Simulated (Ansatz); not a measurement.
**In, beta-Sn type: geometry optimisation**

The calculation used DFT, PBEsol, plane waves (420 eV) with PAW, scalar-relativistic (Ansatz). (PAW data from PBE, frozen cores regenerated.)

k-point mesh 11×11×8, Fermi-Dirac smearing 0.1 eV, no spin polarisation. Cell and atoms relax.

Starting structure:

```
In
1.0
    -2.92939    2.92939    1.59945
     2.92939   -2.92939    1.59945
     2.92939    2.92939   -1.59945
In
2
Direct
  0.00000 0.00000 0.00000
  0.75000 0.25000 0.50000
```

Question: The pressure at the start is -1.0 GPa. By how much does the volume change?

Answer: From 27.45 to 25.61 Å³ per atom, -6.7 %. The final cell has a = 3.155 Å, b = 10.847 Å, c = 3.346 Å, β = 116.53°.

The cell has left the beta-Sn structure type; it ends in C2/c.

Question: How much energy does the relaxation gain?

Answer: 69.9 meV per atom.

The k-point mesh keeps fewer symmetry operations than the starting structure has, so the cell can leave it.
